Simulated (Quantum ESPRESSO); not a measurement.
Si2PNO5, finding a planted mistake in a log

A calculation, not a measurement. The program is pw.x of Quantum ESPRESSO 7.5 (plane-wave density functional theory). The cell is made up: 9 atoms on a quartz lattice, with randomly drawn elements, strain and displacements, not relaxed. PseudoDojo standard norm-conserving files (v0.5 for PBE, v0.4.1 for LDA and PBEsol) set the functional; there is no spin polarisation, spin-orbit coupling or dispersion term, and the masses in the input are unused placeholders.

Intended input:

```
&control calculation='scf', pseudo_dir='./dojo.nc.sr.pbe.v0_5.standard.upf', outdir='./o', disk_io='low', tprnfor=.true., tstress=.true. /
&system ibrav=0, nat=9, ntyp=4, nbnd=30, ecutwfc=84.00895049, nosym=.true., tot_charge=0,
 occupations='smearing', smearing='fd', degauss=0.0018374661
/
&electrons conv_thr=7.350e-09, electron_maxstep=60, /
ATOMIC_SPECIES
N 1.0 N.upf
O 1.0 O.upf
P 1.0 P.upf
Si 1.0 Si.upf
CELL_PARAMETERS angstrom
5.0344 0.0221 -0.0815
-2.498 4.4779 0.0245
-0.0895 -0.0207 5.7239
ATOMIC_POSITIONS angstrom
Si 2.2517 -0.1966 3.8038
Si -1.2829 2.1366 1.8423
P 1.4911 2.4928 -0.075
N 1.383 1.2348 4.5034
O 3.4482 0.6561 2.6116
O 2.815 2.502 0.5687
O 0.1871 1.795 1.3033
O -1.0481 3.4159 2.9255
O 0.7323 3.7626 4.8366
K_POINTS automatic
5 5 4 1 1 1
```

The log is shortened where brackets say so; the opening notice, blank lines, dates and the lines on written files are dropped, and the path of the files is cut. It prints rydbergs, bohrs and kilobars, and counts compression as positive stress. Where no state is partly filled, the Fermi energy that it prints is only some level between the filled and the empty states on the mesh, and need not lie in the true gap.

Log of the intended run:

```
     Program PWSCF v.7.5
     Parallel version (MPI & OpenMP), running on       4 processor cores
     Number of MPI processes:                 4
     Threads/MPI process:                     1
     [start-up lines left out]
     bravais-lattice index     =            0
     lattice parameter (alat)  =       9.5150  a.u.
     unit-cell volume          =     872.6851 (a.u.)^3
     number of atoms/cell      =            9
     number of atomic types    =            4
     number of electrons       =        48.00
     number of Kohn-Sham states=           30
     kinetic-energy cutoff     =      84.0090  Ry
     charge density cutoff     =     336.0358  Ry
     scf convergence threshold =      7.3E-09
     mixing beta               =       0.7000
     number of iterations used =            8  plain     mixing
     Exchange-correlation= PBE
                           (   1   4   3   4   0   0   0)
     [axes and pseudopotential details left out]
   Cartesian axes
     site n.     atom                  positions (alat units)
         1        Si     tau(   1) = (   0.4471999  -0.0390458   0.7554555  )
         2        Si     tau(   2) = (  -0.2547910   0.4243404   0.3658909  )
         3        P      tau(   3) = (   0.2961406   0.4950837  -0.0148954  )
         4        N      tau(   4) = (   0.2746714   0.2452380   0.8943999  )
         5        O      tau(   5) = (   0.6848314   0.1303050   0.5186780  )
         6        O      tau(   6) = (   0.5590744   0.4969109   0.1129469  )
         7        O      tau(   7) = (   0.0371591   0.3564968   0.2588425  )
         8        O      tau(   8) = (  -0.2081584   0.6784164   0.5810203  )
         9        O      tau(   9) = (   0.1454388   0.7472729   0.9605752  )
     number of k points=    50  Fermi-Dirac smearing, width (Ry)=  0.0018
                       cart. coord. in units 2pi/alat
        k(    1) = (   0.1010911   0.1682237   0.1121470), wk =   0.0400000
        k(    2) = (   0.1046488   0.1690048   0.3321215), wk =   0.0400000
     [further k points left out]
     Dense  grid:    90807 G-vectors     FFT dimensions: (  60,  60,  64)
     Estimated max dynamical RAM per process >     183.49 MB
     Estimated total dynamical RAM >     667.44 MB
     Initial potential from superposition of free atoms
     starting charge      47.9986, renormalised to      48.0000
     Starting wfcs are   36 randomized atomic wfcs
     total cpu time spent up to now is        3.4 secs
     per-process dynamical memory:   139.1 Mb
     Self-consistent Calculation
     iteration #  1     ecut=    84.01 Ry     beta= 0.70
     Davidson diagonalization with overlap
     ethr =  1.00E-02,  avg # of iterations =  3.0
     total cpu time spent up to now is        9.4 secs
     total energy              =    -215.85307388 Ry
     estimated scf accuracy    <       2.82892709 Ry
     iteration #  2     ecut=    84.01 Ry     beta= 0.70
     Davidson diagonalization with overlap
     ethr =  5.89E-03,  avg # of iterations =  3.0
     total cpu time spent up to now is       15.5 secs
     total energy              =    -215.82289392 Ry
     estimated scf accuracy    <       5.44771636 Ry
     [iterations 3 to 12 left out]
     iteration # 13     ecut=    84.01 Ry     beta= 0.70
     Davidson diagonalization with overlap
     ethr =  7.41E-11,  avg # of iterations =  2.0
     total cpu time spent up to now is       73.8 secs
     total energy              =    -217.11797619 Ry
     estimated scf accuracy    <          8.5E-09 Ry
     iteration # 14     ecut=    84.01 Ry     beta= 0.70
     Davidson diagonalization with overlap
     ethr =  1.77E-11,  avg # of iterations =  2.0
     total cpu time spent up to now is       78.5 secs
     End of self-consistent calculation
     [lines on levels left out]
     the Fermi energy is     4.3889 ev
!    total energy              =    -217.11797619 Ry
     estimated scf accuracy    <          5.2E-10 Ry
     smearing contrib. (-TS)   =      -0.00000000 Ry
     internal energy E=F+TS    =    -217.11797619 Ry
     The total energy is F=E-TS. E is the sum of the following terms:
     one-electron contribution =    -109.16971520 Ry
     hartree contribution      =      78.03527895 Ry
     xc contribution           =     -58.77729436 Ry
     ewald contribution        =    -127.20624557 Ry
     convergence has been achieved in  14 iterations
     Forces acting on atoms (cartesian axes, Ry/au):
     atom    1 type  4   force =    -0.01091556    0.42416306   -0.07785047
     atom    2 type  4   force =     0.11751441   -0.13490226    0.26469037
     atom    3 type  3   force =    -0.27781496   -0.26800487   -0.25900170
     atom    4 type  1   force =     0.01493389    0.05973587    0.07086034
     atom    5 type  2   force =    -0.05751028    0.06681779   -0.01888601
     atom    6 type  2   force =     0.02346763    0.11448072   -0.00024657
     atom    7 type  2   force =     0.12563407    0.06123333   -0.10701357
     atom    8 type  2   force =    -0.15289668   -0.16662102   -0.14100593
     atom    9 type  2   force =     0.21758747   -0.15690262    0.26845353
     Total force =     0.883679     Total SCF correction =     0.000024
     Computing stress (Cartesian axis) and pressure
          total   stress  (Ry/bohr**3)                   (kbar)     P=      -32.97
   0.00067326  -0.00011038   0.00136470           99.04      -16.24      200.75
  -0.00011038  -0.00122397   0.00009854          -16.24     -180.05       14.50
   0.00136470   0.00009854  -0.00012172          200.75       14.50      -17.91
     init_run     :      3.18s CPU      3.30s WALL (       1 calls)
     electrons    :     74.90s CPU     75.13s WALL (       1 calls)
     forces       :      1.02s CPU      1.02s WALL (       1 calls)
     stress       :      3.56s CPU      3.56s WALL (       1 calls)
     [timing details left out]
     PWSCF        :   1m22.77s CPU   1m23.16s WALL
     JOB DONE.
```

A second run was made from an input with one planted mistake. Its log:

```
     Program PWSCF v.7.5
     Parallel version (MPI & OpenMP), running on       4 processor cores
     Number of MPI processes:                 4
     Threads/MPI process:                     1
     [start-up lines left out]
     bravais-lattice index     =            0
     lattice parameter (alat)  =       9.6777  a.u.
     unit-cell volume          =     918.2370 (a.u.)^3
     number of atoms/cell      =            9
     number of atomic types    =            4
     number of electrons       =        48.00
     number of Kohn-Sham states=           30
     kinetic-energy cutoff     =      84.0090  Ry
     charge density cutoff     =     336.0358  Ry
     scf convergence threshold =      7.3E-09
     mixing beta               =       0.7000
     number of iterations used =            8  plain     mixing
     Exchange-correlation= PBE
                           (   1   4   3   4   0   0   0)
     [axes and pseudopotential details left out]
   Cartesian axes
     site n.     atom                  positions (alat units)
         1        Si     tau(   1) = (   0.4471981  -0.0390532   0.7554449  )
         2        Si     tau(   2) = (  -0.2547830   0.4243324   0.3658893  )
         3        P      tau(   3) = (   0.2961403   0.4950773  -0.0148988  )
         4        N      tau(   4) = (   0.2746611   0.2452345   0.8943962  )
         5        O      tau(   5) = (   0.6848368   0.1303010   0.5186850  )
         6        O      tau(   6) = (   0.5590660   0.4969128   0.1129418  )
         7        O      tau(   7) = (   0.0371591   0.3564971   0.2588445  )
         8        O      tau(   8) = (  -0.2081535   0.6784125   0.5810138  )
         9        O      tau(   9) = (   0.1454341   0.7472633   0.9605718  )
     number of k points=    50  Fermi-Dirac smearing, width (Ry)=  0.0018
                       cart. coord. in units 2pi/alat
        k(    1) = (   0.1010905   0.1682227   0.1121477), wk =   0.0400000
        k(    2) = (   0.1046484   0.1690048   0.3321218), wk =   0.0400000
     [further k points left out]
     Dense  grid:    95455 G-vectors     FFT dimensions: (  60,  60,  72)
     Estimated max dynamical RAM per process >     193.86 MB
     Estimated total dynamical RAM >     705.52 MB
     Initial potential from superposition of free atoms
     starting charge      47.9986, renormalised to      48.0000
     Starting wfcs are   36 randomized atomic wfcs
     total cpu time spent up to now is        3.8 secs
     per-process dynamical memory:   150.9 Mb
     Self-consistent Calculation
     iteration #  1     ecut=    84.01 Ry     beta= 0.70
     Davidson diagonalization with overlap
     ethr =  1.00E-02,  avg # of iterations =  3.0
     total cpu time spent up to now is       10.7 secs
     total energy              =    -215.81156316 Ry
     estimated scf accuracy    <       2.81743018 Ry
     iteration #  2     ecut=    84.01 Ry     beta= 0.70
     Davidson diagonalization with overlap
     ethr =  5.87E-03,  avg # of iterations =  3.0
     total cpu time spent up to now is       17.8 secs
     total energy              =    -215.66335337 Ry
     estimated scf accuracy    <       6.32774919 Ry
     [iterations 3 to 12 left out]
     iteration # 13     ecut=    84.01 Ry     beta= 0.70
     Davidson diagonalization with overlap
     ethr =  1.74E-10,  avg # of iterations =  2.0
     total cpu time spent up to now is       84.0 secs
     total energy              =    -217.09806395 Ry
     estimated scf accuracy    <       0.00000002 Ry
     iteration # 14     ecut=    84.01 Ry     beta= 0.70
     Davidson diagonalization with overlap
     ethr =  3.39E-11,  avg # of iterations =  2.0
     total cpu time spent up to now is       89.4 secs
     End of self-consistent calculation
     [lines on levels left out]
     the Fermi energy is     3.6027 ev
!    total energy              =    -217.09806395 Ry
     estimated scf accuracy    <          6.7E-10 Ry
     smearing contrib. (-TS)   =      -0.00000000 Ry
     internal energy E=F+TS    =    -217.09806395 Ry
     The total energy is F=E-TS. E is the sum of the following terms:
     one-electron contribution =    -112.57787119 Ry
     hartree contribution      =      79.03265746 Ry
     xc contribution           =     -58.48622035 Ry
     ewald contribution        =    -125.06662987 Ry
     convergence has been achieved in  14 iterations
     Forces acting on atoms (cartesian axes, Ry/au):
     atom    1 type  4   force =    -0.00554478    0.36962469   -0.07313149
     atom    2 type  4   force =     0.11788611   -0.12530343    0.23545457
     atom    3 type  3   force =    -0.23135140   -0.25619572   -0.24489244
     atom    4 type  1   force =     0.01900944    0.06349292    0.07134625
     atom    5 type  2   force =    -0.05678695    0.07577715   -0.01997256
     atom    6 type  2   force =     0.00856512    0.09832572    0.00615827
     atom    7 type  2   force =     0.08492597    0.06216266   -0.08798385
     atom    8 type  2   force =    -0.12006792   -0.14247063   -0.11678129
     atom    9 type  2   force =     0.18336442   -0.14541336    0.22980254
     Total force =     0.780734     Total SCF correction =     0.000036
     Computing stress (Cartesian axis) and pressure
          total   stress  (Ry/bohr**3)                   (kbar)     P=      -93.14
   0.00015354  -0.00007155   0.00107887           22.59      -10.53      158.71
  -0.00007155  -0.00150847   0.00003617          -10.53     -221.90        5.32
   0.00107887   0.00003617  -0.00054449          158.71        5.32      -80.10
     init_run     :      3.61s CPU      3.74s WALL (       1 calls)
     electrons    :     85.27s CPU     85.60s WALL (       1 calls)
     forces       :      1.05s CPU      1.07s WALL (       1 calls)
     stress       :      3.62s CPU      3.62s WALL (       1 calls)
     [timing details left out]
     PWSCF        :   1m33.66s CPU   1m34.20s WALL
     JOB DONE.
```

Question: what was wrong in the second input?

Answer: the cell and the positions are scaled by a wrong factor. The input lines that differ, file-writing options aside:

```
- 5.0344 0.0221 -0.0815
+ 5.1205 0.0225 -0.0829
- -2.498 4.4779 0.0245
+ -2.5407 4.5545 0.0249
- -0.0895 -0.0207 5.7239
+ -0.091 -0.0211 5.8218
- Si 2.2517 -0.1966 3.8038
+ Si 2.2902 -0.2 3.8688
- Si -1.2829 2.1366 1.8423
+ Si -1.3048 2.1731 1.8738
- P 1.4911 2.4928 -0.075
+ P 1.5166 2.5354 -0.0763
- N 1.383 1.2348 4.5034
+ N 1.4066 1.2559 4.5804
- O 3.4482 0.6561 2.6116
+ O 3.5072 0.6673 2.6563
- O 2.815 2.502 0.5687
+ O 2.8631 2.5448 0.5784
- O 0.1871 1.795 1.3033
+ O 0.1903 1.8257 1.3256
- O -1.0481 3.4159 2.9255
+ O -1.066 3.4743 2.9755
- O 0.7323 3.7626 4.8366
+ O 0.7448 3.8269 4.9193
```

```
                                            intended run  run with the mistake
                          free energy (eV)     -2954.041             -2953.770
                    smearing term -TS (eV)        0.0000                0.0000
                            pressure (GPa)         -3.30                 -9.31
            largest force component (eV/Å)        10.906                 9.503
largest change of a force component (eV/Å)                               1.402
                                iterations            14                    14
```

For scale, a rerun of the intended cell at 1437 eV and a 7 x 7 x 6 mesh moved values by no more than 0.003 eV in energy, 0.03 GPa in stress and 0.002 eV/Å in force.